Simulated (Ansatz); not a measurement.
In PBE in the plane-wave PAW code Ansatz, Al$_{3}$GaN$_{4}$ in the trigonal phase (P3m1; Pearson symbol hP8) relaxes to a = 3.151 Å, c = 10.162 Å. Ga has 4 nearest neighbours from 1.94 Å (tetrahedral); N on 1b has 4 nearest neighbours from 1.91 Å (tetrahedral); Al on 1c has 4 nearest neighbours from 1.91 Å (tetrahedral); N on 1c has 4 nearest neighbours from 1.91 Å (tetrahedral). Against the elements it lies at -1.12 eV/atom, with no fitted shifts.

The Kohn–Sham gap is 3.17 eV (direct). The valence maximum lies at Γ and the conduction minimum at Γ. Gap from PBE with spin–orbit coupling: 3.16 eV. The electron mass is 0.26 mₑ (isotropic).

An equation-of-state fit gives a bulk modulus of 188 GPa.

The start of the workflow was typed in or built on a structure type; neither database checked (COD, Materials Project) lists it. Its standing as an ambient phase is unchecked. The cell was relaxed with PBE under the symmetry of its start; its stability against distortions is not shown here. The references are the lowest solids computed at this level, not always the standard phases (solids in place of the gases). Scalar-relativistic: spin–orbit coupling is off unless named, which matters more the heavier the elements.

Potentials: the earlier of the program's two PAW sets.
